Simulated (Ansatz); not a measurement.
BN (h-BN type, space group P6_3/mmc)

```cif
data_B2N2
_chemical_formula_sum 'B2 N2'
_space_group_name_H-M_alt 'P 1'
_space_group_IT_number 1
_cell_length_a 2.49975
_cell_length_b 2.49975
_cell_length_c 6.52535
_cell_angle_alpha 90.000
_cell_angle_beta 90.000
_cell_angle_gamma 120.000
loop_
_space_group_symop_operation_xyz
  'x, y, z'
loop_
_atom_site_label
_atom_site_type_symbol
_atom_site_fract_x
_atom_site_fract_y
_atom_site_fract_z
_atom_site_occupancy
B1 B 0.33333 0.66667 0.25000 1
B2 B 0.66667 0.33333 0.75000 1
N1 N 0.33333 0.66667 0.75000 1
N2 N 0.66667 0.33333 0.25000 1
```

This relaxed cell (volume V₀) is scaled evenly in all directions, its shape held. Symmetry pins the atoms to their sites.

These are r2SCAN+rVV10 (plane waves to 500 eV, PAW, scalar-relativistic; Ansatz, a program for electronic structure) values and carry that method's errors. k mesh 15×15×5 (Γ-centred), Fermi-Dirac smearing 0.05 eV. Compression counts positive. BN was relaxed with its symmetry unable to fall. The PAW data are Ansatz's earlier set. 

```json
[
 {"V (Å³/atom)": "7.945", "P (GPa)": "[?]"},
 {"V (Å³/atom)": "8.166", "P (GPa)": "22.9"},
 {"V (Å³/atom)": "8.387", "P (GPa)": "[?]"},
 {"V (Å³/atom)": "8.607", "P (GPa)": "[?]"},
 {"V (Å³/atom)": "8.828", "P (GPa)": "0.0"},
 {"V (Å³/atom)": "9.049", "P (GPa)": "-6.0"},
 {"V (Å³/atom)": "9.270", "P (GPa)": "-11.4"},
 {"V (Å³/atom)": "9.490", "P (GPa)": "-16.3"},
 {"V (Å³/atom)": "9.711", "P (GPa)": "-20.6"}
]
```

Problem. What belongs in the gaps?

Solution. 
- 7.945, P (GPa): 32.5
- 8.387, P (GPa): 14.4
- 8.607, P (GPa): 6.8

(Under strain, the slope of the energy per volume gives the stress and its curvature an elastic modulus.)
